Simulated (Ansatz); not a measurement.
Relaxed-ion elastic tensor of Ti$_{3}$Sb (A15 (Cr3Si type), space group No. 223) in GPa (Voigt order), plane-wave PAW PBEsol (Ansatz code); density 6.45 g/cm³, 17.08 Å³ per atom.

```
 223  83.6  83.6   0.0   0.0   0.0
83.6   223  83.6   0.0   0.0   0.0
83.6  83.6   223   0.0   0.0   0.0
 0.0   0.0   0.0  22.2   0.0   0.0
 0.0   0.0   0.0   0.0  22.2   0.0
 0.0   0.0   0.0   0.0   0.0  22.2
```

Task: Is the crystal mechanically stable?

Result: Yes: the smallest eigenvalue of C is 22.2 GPa.

Task: Work out the Voigt, Reuss and Hill averages.

Result: K_V = 130, K_R = 130, K_H = 130; G_V = 41.3, G_R = 30.5, G_H = 35.9 GPa.

Task: Give Young's modulus, Poisson's ratio, Pugh's ratio and the universal anisotropy index.

Result: E = 9KG/(3K + G) = 98.7 GPa; ν = 0.37; K/G = 3.63 (ductile by the Pugh limit of 1.75); A_U = 5G_V/G_R + K_V/K_R − 6 = 1.76.

Task: Estimate the sound speeds and the Debye temperature.

Result: v_l = √((K + 4G/3)/ρ) = 5250 m/s, v_t = √(G/ρ) = 2360 m/s, mean 2660 m/s; Θ = (h/k)(3n/4πV)^(1/3) v_m = 308 K.

Task: Give the Zener ratio and Young's modulus along [100], [110] and [111].

Result: A = 2C44/(C11 − C12) = 0.32; 1/E = S11 − 2(S11 − S12 − S44/2)Γ with Γ = 0, 1/4, 1/3 gives 178, 75.2, 63.0 GPa.

Space group Pm-3n (A15 (Cr3Si type)). The workflow started from an entry of the Crystallography Open Database (COD). Its standing as an ambient phase is unchecked. The PBEsol relaxation kept the symmetry of its start; its stability against distortions is not shown here. No spin polarisation was allowed. As this level gives no gap, shear constants depend on the k-mesh and smearing (Fermi–Dirac, 0.1 eV here). Spin–orbit coupling is left out wherever it is not named.

Potentials: the later of the program's two PAW sets.
